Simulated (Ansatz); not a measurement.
Input and command of a calculation in Ansatz (plane waves; scalar-relativistic PAW potentials unless the input names others):

```yaml
crystal:
  lattice:
    - [2.9161950877, -6.3422e-06, -0.0080043224]
    - [-1.4581030364, 2.5255085417, 0.0]
    - [10.7050961203, 6.1805901268, 18.4667695415]
  atoms:
    - { symbol: Au, position: [0.5185652953, 0.2592826476, 0.0283832692] }
    - { symbol: Au, position: [0.5581891762, 0.2790945881, 0.156892187] }
    - { symbol: Au, position: [0.5951507725, 0.2975753862, 0.2864113744] }
    - { symbol: Au, position: [0.6347746534, 0.3173873267, 0.4149202922] }
    - { symbol: W, position: [0.6980067948, 0.3490033974, 0.5389673642] }
    - { symbol: W, position: [0.6033612251, 0.3016806125, 0.660747709] }
    - { symbol: W, position: [0.5499787235, 0.2749893618, 0.7825558524] }
    - { symbol: W, position: [0.4553331539, 0.2276665769, 0.9043361972] }
basis:
  ecutwfc: 500
kpoints:
  mp_grid: { grid: [12, 12, 2] }
hamiltonian:
  xc: r2scan
  pseudopotentials: { kind: nc, accuracy: standard }
scf:
  occupations: { method: gaussian, width: 0.1 }
output:
  forces: true
  eigenvalues: true
  stress: true
```

```bash
ansatz run input.yaml --threads 2 --pin off --max-ram 5120MiB --backend cpu --events-out ev --progress --plain --runs-dir out
```

Abridged log:
```
Warning: basis.ecutwfc = 500 eV is below the records' recommended 1034.032677 eV, and the density's cutoff is lower with it unless basis.ecutrho_ratio is high enough to keep the records' density cutoff: compare with a run at a higher cutoff
Warning: hamiltonian.xc reads the kinetic-energy density τ on the library's norm-conserving files, and those of Au, W were made for PBE. This build holds files of Au, W that were made for r²SCAN, which a deck under this functional can read where it names no table (hamiltonian.pseudopotentials.accuracy or source), types no xc_functional and has no exact exchange, max_exx_coeff or level of output.embedding that keeps them out. To compare such runs, type hamiltonian.pseudopotentials: {kind: paw, frozen_core: stored} on both or, where PAW refuses one, {kind: nc, accuracy: standard}
Basis set: ecut = 500 eV, 3479 PW (Γ), exchange–correlation on 96×96×720 points (64 copies of the dense FFT grid, shifted against one another)
Bands: 80, of which v1, the nominal top of the filled ones, is band 66 counted from 1 (65 counted from 0)
Symmetry: 4 space group operations
k-points: 86 of 288
SCF iter   1: F=—  HF=-24722.606043 eV  |F-HF|=—  |Δ(HF+E_count)|=         —  Δρ=2.00e-1  dr2=1.23e3  dr2_τ=3.76e1  ethr=3.10e-3  ⟨swp⟩=7.7  Hψ=26821  notcnv=0  defer=12
SCF iter   2: F=—  HF=-24708.192690 eV  |F-HF|=—  |Δ(HF+E_count)|=    1.44e1  Δρ=7.16e-2  dr2=1.05e1  dr2_τ=4.16e1  ethr=3.10e-3  ⟨swp⟩=3.7  Hψ=14362  notcnv=0  defer=483
SCF iter   3: F=—  HF=-24708.749873 eV  |F-HF|=—  |Δ(HF+E_count)|=   5.57e-1  Δρ=3.48e-2  dr2=1.64e1  dr2_τ=1.06e0  ethr=3.10e-3  ⟨swp⟩=2.7  Hψ=11426  notcnv=0  defer=558
SCF iter   4: F=—  HF=-24708.251814 eV  |F-HF|=—  |Δ(HF+E_count)|=   4.98e-1  Δρ=1.80e-2  dr2=9.19e0  dr2_τ=3.14e-1  ethr=3.10e-3  ⟨swp⟩=2.9  Hψ=10759  notcnv=0  defer=565
SCF iter   5: F=—  HF=-24708.096996 eV  |F-HF|=—  |Δ(HF+E_count)|=   1.55e-1  Δρ=9.92e-3  dr2=2.25e0  dr2_τ=1.02e-1  ethr=3.10e-3  ⟨swp⟩=1.2  Hψ=7072  notcnv=0  defer=557
SCF iter   6: F=—  HF=-24708.047059 eV  |F-HF|=—  |Δ(HF+E_count)|=   4.99e-2  Δρ=2.71e-3  dr2=1.80e-1  dr2_τ=8.79e-3  ethr=1.71e-3  ⟨swp⟩=1.8  Hψ=7338  notcnv=0  defer=545
SCF iter   7: F=—  HF=-24708.045160 eV  |F-HF|=—  |Δ(HF+E_count)|=   1.90e-3  Δρ=9.01e-4  dr2=3.65e-3  dr2_τ=6.20e-4  ethr=1.37e-4  ⟨swp⟩=1.7  Hψ=7157  notcnv=0  defer=533
SCF iter   8: F=—  HF=-24708.045340 eV  |F-HF|=—  |Δ(HF+E_count)|=   1.79e-4  Δρ=3.36e-4  dr2=6.81e-4  dr2_τ=3.21e-4  ethr=2.76e-6  ⟨swp⟩=2.2  Hψ=8214  notcnv=0  defer=533
SCF iter   9: F=—  HF=-24708.045339 eV  |F-HF|=—  |Δ(HF+E_count)|=   9.55e-7  Δρ=8.76e-5  dr2=4.86e-5  dr2_τ=1.56e-5  ethr=5.16e-7  ⟨swp⟩=1.9  Hψ=7461  notcnv=0  defer=533
SCF iter  10: F=—  HF=-24708.044922 eV  |F-HF|=—  |Δ(HF+E_count)|=   4.17e-4  Δρ=3.53e-5  dr2=1.12e-5  dr2_τ=2.22e-6  ethr=3.68e-8  ⟨swp⟩=2.1  Hψ=9234  notcnv=0  defer=534
SCF iter  11: F=—  HF=-24708.044922 eV  |F-HF|=—  |Δ(HF+E_count)|=   3.07e-8  Δρ=1.31e-5  dr2=3.21e-6  dr2_τ=1.48e-7  ethr=8.49e-9  ⟨swp⟩=1.4  Hψ=6760  notcnv=0  defer=534
SCF iter  12: F=—  HF=-24708.044922 eV  |F-HF|=—  |Δ(HF+E_count)|=   5.07e-8  Δρ=3.96e-6  dr2=1.89e-7  dr2_τ=8.59e-9  ethr=2.44e-9  ⟨swp⟩=1.6  Hψ=6458  notcnv=0  defer=534
SCF iter  13: F=-24708.044922 eV  HF=-24708.044922 eV  |F-HF|=8.38e-9  |Δ(HF+E_count)|=   1.18e-8  Δρ=1.41e-6  dr2=1.04e-8  dr2_τ=1.59e-9  ethr=7.58e-11  ⟨swp⟩=16.7  Hψ=41236  notcnv=0
SCF 1 converged in 13 iterations: F = -24708.044922 eV  dr2 = 1.04e-8
SCF converged after 13 iterations
Free energy (F): -24708.044922 eV
Harris-Foulkes:  -24708.044922 eV  (|F-HF|=8.38e-9)
Internal energy: -24708.025069 eV  (E = F + TS)
E sigma→0 (E₀):  -24708.034996 eV
Entropy (-TS):   -0.019853 eV (-2.482 meV/atom)
Fermi energy:    20.412979 eV
--- Forces (eV/Å), atoms counted from 1 ---
  atom   1  Au    -0.00405482    -0.00234105     0.14774815
  atom   2  Au     0.00029677     0.00017134     0.01113071
  atom   3  Au    -0.00029677    -0.00017134    -0.01113071
  atom   4  Au     0.00405482     0.00234105    -0.14774815
  atom   5  W      0.02474192     0.01428476     0.16354784
  atom   6  W     -0.01831002    -0.01057129     0.00310101
  atom   7  W      0.01831002     0.01057129    -0.00310101
  atom   8  W     -0.02474192    -0.01428476    -0.16354784
--- Stress (GPa, compression-positive) ---
       -6.842696      -0.559099      -0.140786
       -0.559099      -6.197104      -0.081283
       -0.140786      -0.081283      -1.500486
  P = ⅓ Tr σ = -4.8468 GPa (-48.468 kbar)
```

Apart from outputs, empty bands and the relaxation, which only the reference makes, the input differs from a reference run on usual settings in hamiltonian.pseudopotentials: not typed → {"kind": "nc", "accuracy": "standard"}. The reference, at the same geometry, ended its own course with pressure -3.16 GPa, largest force 0.003 eV/Å, no gap on the mesh. This run converged in 13 SCF iterations with a total energy on another zero, pressure -4.85 GPa, largest force 0.166 eV/Å, no gap on the mesh. Its cutoff is looser than usual. The Hamiltonian differs as well, so the change in the result can't be put down to that alone.

The run took 52 s on 2 threads of Arm Neoverse V2 (shared host), peak memory 1.1 GiB.